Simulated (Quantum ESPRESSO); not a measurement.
## Si3O4NF (one run as intended and one with a planted mistake)

Computed values, not a measurement. The program is pw.x of Quantum ESPRESSO 7.5 (plane-wave density functional theory). The cell is made up: 9 atoms on a quartz lattice, with randomly drawn elements, strain and displacements, not relaxed. PseudoDojo standard norm-conserving files (v0.5 for PBE, v0.4.1 for LDA and PBEsol) set the functional; there is no spin polarisation, spin-orbit coupling or dispersion term, and the masses in the input are unused placeholders.

Intended input:

```
&control calculation='scf', pseudo_dir='./dojo.nc.sr.pbe.v0_5.standard.upf', outdir='./o', disk_io='low', tprnfor=.true., tstress=.true. /
&system ibrav=0, nat=9, ntyp=4, nbnd=30, ecutwfc=84.00895049, nosym=.true., tot_charge=0,
 occupations='smearing', smearing='fd', degauss=0.0018374661
/
&electrons conv_thr=7.350e-09, electron_maxstep=60, /
ATOMIC_SPECIES
F 1.0 F.upf
N 1.0 N.upf
O 1.0 O.upf
Si 1.0 Si.upf
CELL_PARAMETERS angstrom
5.0397 0.0 0.0
-2.5198 4.3645 0.0
0.0 0.0 5.5316
ATOMIC_POSITIONS angstrom
Si 2.3315 -0.0185 3.6723
Si -1.1335 2.044 1.8335
Si 1.3311 2.3048 0.0153
O 1.3937 1.1637 4.3604
O 3.3133 0.6749 2.4832
N 2.8488 2.5631 0.6416
O 0.3193 1.7726 1.1597
O -1.126 3.2296 3.0625
F 0.7919 3.704 4.8541
K_POINTS automatic
5 5 4 1 1 1
```

The log is shortened where brackets say so; the opening notice, blank lines, dates and the lines on written files are dropped, and the path of the files is cut. It prints rydbergs, bohrs and kilobars, and counts compression as positive stress. Where no state is partly filled, the Fermi energy that it prints is only some level between the filled and the empty states on the mesh, and need not lie in the true gap.

Log of the intended run:

```
     Program PWSCF v.7.5
     Parallel version (MPI & OpenMP), running on       4 processor cores
     Number of MPI processes:                 4
     Threads/MPI process:                     1
     [start-up lines left out]
     bravais-lattice index     =            0
     lattice parameter (alat)  =       9.5237  a.u.
     unit-cell volume          =     821.0820 (a.u.)^3
     number of atoms/cell      =            9
     number of atomic types    =            4
     number of electrons       =        48.00
     number of Kohn-Sham states=           30
     kinetic-energy cutoff     =      84.0090  Ry
     charge density cutoff     =     336.0358  Ry
     scf convergence threshold =      7.3E-09
     mixing beta               =       0.7000
     number of iterations used =            8  plain     mixing
     Exchange-correlation= PBE
                           (   1   4   3   4   0   0   0)
     [axes and pseudopotential details left out]
   Cartesian axes
     site n.     atom                  positions (alat units)
         1        Si     tau(   1) = (   0.4626267  -0.0036709   0.7286743  )
         2        Si     tau(   2) = (  -0.2249142   0.4055797   0.3638113  )
         3        Si     tau(   3) = (   0.2641229   0.4573288   0.0030359  )
         4        O      tau(   4) = (   0.2765442   0.2309066   0.8652102  )
         5        O      tau(   5) = (   0.6574399   0.1339167   0.4927277  )
         6        N      tau(   6) = (   0.5652717   0.5085819   0.1273092  )
         7        O      tau(   7) = (   0.0633569   0.3517273   0.2301129  )
         8        O      tau(   8) = (  -0.2234260   0.6408318   0.6076751  )
         9        F      tau(   9) = (   0.1571324   0.7349644   0.9631724  )
     number of k points=    50  Fermi-Dirac smearing, width (Ry)=  0.0018
                       cart. coord. in units 2pi/alat
        k(    1) = (   0.1000000   0.1732043   0.1138843), wk =   0.0400000
        k(    2) = (   0.1000000   0.1732043   0.3416530), wk =   0.0400000
     [further k points left out]
     Dense  grid:    85411 G-vectors     FFT dimensions: (  60,  60,  64)
     Estimated max dynamical RAM per process >     173.92 MB
     Estimated total dynamical RAM >     633.12 MB
     Initial potential from superposition of free atoms
     starting charge      47.9981, renormalised to      48.0000
     Starting wfcs are   36 randomized atomic wfcs
     total cpu time spent up to now is        2.8 secs
     per-process dynamical memory:   132.0 Mb
     Self-consistent Calculation
     iteration #  1     ecut=    84.01 Ry     beta= 0.70
     Davidson diagonalization with overlap
     ethr =  1.00E-02,  avg # of iterations =  3.0
     total cpu time spent up to now is        7.4 secs
     total energy              =    -227.20307384 Ry
     estimated scf accuracy    <       2.65859592 Ry
     iteration #  2     ecut=    84.01 Ry     beta= 0.70
     Davidson diagonalization with overlap
     ethr =  5.54E-03,  avg # of iterations =  3.0
     total cpu time spent up to now is       11.6 secs
     total energy              =    -227.78764404 Ry
     estimated scf accuracy    <       2.56093128 Ry
     [iterations 3 to 10 left out]
     iteration # 11     ecut=    84.01 Ry     beta= 0.70
     Davidson diagonalization with overlap
     ethr =  2.12E-09,  avg # of iterations =  3.1
     total cpu time spent up to now is       48.8 secs
     total energy              =    -228.33543960 Ry
     estimated scf accuracy    <       0.00000002 Ry
     iteration # 12     ecut=    84.01 Ry     beta= 0.70
     Davidson diagonalization with overlap
     ethr =  5.02E-11,  avg # of iterations =  3.1
     total cpu time spent up to now is       52.9 secs
     End of self-consistent calculation
     [lines on levels left out]
     the Fermi energy is     5.3166 ev
!    total energy              =    -228.33543961 Ry
     estimated scf accuracy    <          1.4E-09 Ry
     smearing contrib. (-TS)   =      -0.00000000 Ry
     internal energy E=F+TS    =    -228.33543961 Ry
     The total energy is F=E-TS. E is the sum of the following terms:
     one-electron contribution =    -112.16534073 Ry
     hartree contribution      =      80.74241364 Ry
     xc contribution           =     -60.72485248 Ry
     ewald contribution        =    -136.18766004 Ry
     convergence has been achieved in  12 iterations
     Forces acting on atoms (cartesian axes, Ry/au):
     atom    1 type  4   force =    -0.05379936    0.15689561   -0.11606812
     atom    2 type  4   force =    -0.10240475    0.06331693   -0.06871573
     atom    3 type  4   force =     0.18358449   -0.13382442    0.12918456
     atom    4 type  3   force =     0.00555289   -0.02800623   -0.03150408
     atom    5 type  3   force =    -0.02713779   -0.08233642    0.11098946
     atom    6 type  2   force =    -0.02169676    0.01316873   -0.02101969
     atom    7 type  3   force =    -0.01187591    0.01256007    0.00822280
     atom    8 type  3   force =     0.03470703   -0.04656426   -0.00338814
     atom    9 type  1   force =    -0.00692982    0.04478998   -0.00770106
     Total force =     0.396350     Total SCF correction =     0.000073
     Computing stress (Cartesian axis) and pressure
          total   stress  (Ry/bohr**3)                   (kbar)     P=      -14.40
  -0.00018734  -0.00003492   0.00025625          -27.56       -5.14       37.70
  -0.00003492   0.00003635  -0.00018837           -5.14        5.35      -27.71
   0.00025625  -0.00018837  -0.00014272           37.70      -27.71      -20.99
     init_run     :      2.59s CPU      2.70s WALL (       1 calls)
     electrons    :     49.77s CPU     50.15s WALL (       1 calls)
     forces       :      0.79s CPU      0.80s WALL (       1 calls)
     stress       :      2.52s CPU      2.53s WALL (       1 calls)
     [timing details left out]
     PWSCF        :     55.77s CPU     56.30s WALL
     JOB DONE.
```

A second run has one planted mistake: the cell and the positions are scaled by a wrong factor. The input lines that differ, file-writing options aside:

```
- 5.0397 0.0 0.0
+ 5.1365 0.0 0.0
- -2.5198 4.3645 0.0
+ -2.5682 4.4483 0.0
- 0.0 0.0 5.5316
+ 0.0 0.0 5.6378
- Si 2.3315 -0.0185 3.6723
+ Si 2.3763 -0.0189 3.7428
- Si -1.1335 2.044 1.8335
+ Si -1.1553 2.0832 1.8687
- Si 1.3311 2.3048 0.0153
+ Si 1.3567 2.3491 0.0156
- O 1.3937 1.1637 4.3604
+ O 1.4205 1.186 4.4441
- O 3.3133 0.6749 2.4832
+ O 3.3769 0.6879 2.5309
- N 2.8488 2.5631 0.6416
+ N 2.9035 2.6123 0.6539
- O 0.3193 1.7726 1.1597
+ O 0.3254 1.8066 1.182
- O -1.126 3.2296 3.0625
+ O -1.1476 3.2916 3.1213
- F 0.7919 3.704 4.8541
+ F 0.8071 3.7751 4.9473
```

Its log:

```
     Program PWSCF v.7.5
     Parallel version (MPI & OpenMP), running on       4 processor cores
     Number of MPI processes:                 4
     Threads/MPI process:                     1
     [start-up lines left out]
     bravais-lattice index     =            0
     lattice parameter (alat)  =       9.7066  a.u.
     unit-cell volume          =     869.2959 (a.u.)^3
     number of atoms/cell      =            9
     number of atomic types    =            4
     number of electrons       =        48.00
     number of Kohn-Sham states=           30
     kinetic-energy cutoff     =      84.0090  Ry
     charge density cutoff     =     336.0358  Ry
     scf convergence threshold =      7.3E-09
     mixing beta               =       0.7000
     number of iterations used =            8  plain     mixing
     Exchange-correlation= PBE
                           (   1   4   3   4   0   0   0)
     [axes and pseudopotential details left out]
   Cartesian axes
     site n.     atom                  positions (alat units)
         1        Si     tau(   1) = (   0.4626302  -0.0036795   0.7286674  )
         2        Si     tau(   2) = (  -0.2249197   0.4055680   0.3638080  )
         3        Si     tau(   3) = (   0.2641293   0.4573348   0.0030371  )
         4        O      tau(   4) = (   0.2765502   0.2308965   0.8652000  )
         5        O      tau(   5) = (   0.6574321   0.1339239   0.4927285  )
         6        N      tau(   6) = (   0.5652682   0.5085759   0.1273046  )
         7        O      tau(   7) = (   0.0633505   0.3517181   0.2301178  )
         8        O      tau(   8) = (  -0.2234206   0.6408255   0.6076706  )
         9        F      tau(   9) = (   0.1571303   0.7349557   0.9631656  )
     number of k points=    50  Fermi-Dirac smearing, width (Ry)=  0.0018
                       cart. coord. in units 2pi/alat
        k(    1) = (   0.1000000   0.1732055   0.1138853), wk =   0.0400000
        k(    2) = (   0.1000000   0.1732055   0.3416559), wk =   0.0400000
     [further k points left out]
     Dense  grid:    90351 G-vectors     FFT dimensions: (  60,  60,  64)
     Estimated max dynamical RAM per process >     182.81 MB
     Estimated total dynamical RAM >     665.05 MB
     Initial potential from superposition of free atoms
     starting charge      47.9981, renormalised to      48.0000
     Starting wfcs are   36 randomized atomic wfcs
     total cpu time spent up to now is        2.8 secs
     per-process dynamical memory:   138.5 Mb
     Self-consistent Calculation
     iteration #  1     ecut=    84.01 Ry     beta= 0.70
     Davidson diagonalization with overlap
     ethr =  1.00E-02,  avg # of iterations =  3.0
     total cpu time spent up to now is        7.5 secs
     total energy              =    -227.17391001 Ry
     estimated scf accuracy    <       2.62915817 Ry
     iteration #  2     ecut=    84.01 Ry     beta= 0.70
     Davidson diagonalization with overlap
     ethr =  5.48E-03,  avg # of iterations =  3.0
     total cpu time spent up to now is       12.0 secs
     total energy              =    -227.61996916 Ry
     estimated scf accuracy    <       3.11333296 Ry
     [iterations 3 to 10 left out]
     iteration # 11     ecut=    84.01 Ry     beta= 0.70
     Davidson diagonalization with overlap
     ethr =  9.98E-10,  avg # of iterations =  2.2
     total cpu time spent up to now is       50.7 secs
     total energy              =    -228.31716278 Ry
     estimated scf accuracy    <       0.00000004 Ry
     iteration # 12     ecut=    84.01 Ry     beta= 0.70
     Davidson diagonalization with overlap
     ethr =  7.73E-11,  avg # of iterations =  2.3
     total cpu time spent up to now is       54.8 secs
     End of self-consistent calculation
     [lines on levels left out]
     the Fermi energy is     5.1387 ev
!    total energy              =    -228.31716278 Ry
     estimated scf accuracy    <          5.9E-09 Ry
     smearing contrib. (-TS)   =       0.00000000 Ry
     internal energy E=F+TS    =    -228.31716278 Ry
     The total energy is F=E-TS. E is the sum of the following terms:
     one-electron contribution =    -116.28977431 Ry
     hartree contribution      =      81.99674907 Ry
     xc contribution           =     -60.40297201 Ry
     ewald contribution        =    -133.62116553 Ry
     convergence has been achieved in  12 iterations
     Forces acting on atoms (cartesian axes, Ry/au):
     atom    1 type  4   force =    -0.06116980    0.14581502   -0.11710150
     atom    2 type  4   force =    -0.10205917    0.05475246   -0.07317470
     atom    3 type  4   force =     0.17981944   -0.13642449    0.13158033
     atom    4 type  3   force =     0.02019922   -0.02740076   -0.02047289
     atom    5 type  3   force =    -0.02952960   -0.06100765    0.10875690
     atom    6 type  2   force =    -0.03086063   -0.00375431   -0.01026863
     atom    7 type  3   force =    -0.02110255    0.02789583   -0.00272223
     atom    8 type  3   force =     0.05548340   -0.02987942   -0.00396625
     atom    9 type  1   force =    -0.01078032    0.03000331   -0.01263103
     Total force =     0.388858     Total SCF correction =     0.000084
     Computing stress (Cartesian axis) and pressure
          total   stress  (Ry/bohr**3)                   (kbar)     P=      -93.47
  -0.00075132  -0.00006734   0.00023726         -110.52       -9.91       34.90
  -0.00006734  -0.00049074  -0.00019279           -9.91      -72.19      -28.36
   0.00023726  -0.00019279  -0.00066422           34.90      -28.36      -97.71
     init_run     :      2.60s CPU      2.71s WALL (       1 calls)
     electrons    :     51.75s CPU     52.08s WALL (       1 calls)
     forces       :      0.82s CPU      0.83s WALL (       1 calls)
     stress       :      2.67s CPU      2.67s WALL (       1 calls)
     [timing details left out]
     PWSCF        :     57.93s CPU     58.42s WALL
     JOB DONE.
```

|  | intended run | run with the mistake |
| --- | --- | --- |
| free energy (eV) | -3106.662 | -3106.413 |
| smearing term -TS (eV) | 0.0000 | 0.0000 |
| pressure (GPa) | -1.44 | -9.35 |
| largest force component (eV/Å) | 4.720 | 4.623 |
| largest change of a force component (eV/Å) |  | 0.548 |
| iterations | 12 | 12 |

For scale, a rerun of the intended cell at a cutoff of 1437 eV and k mesh 7 x 7 x 6 moved values by no more than 0.002 eV in energy, 0.02 GPa in stress and 0.002 eV/Å in force.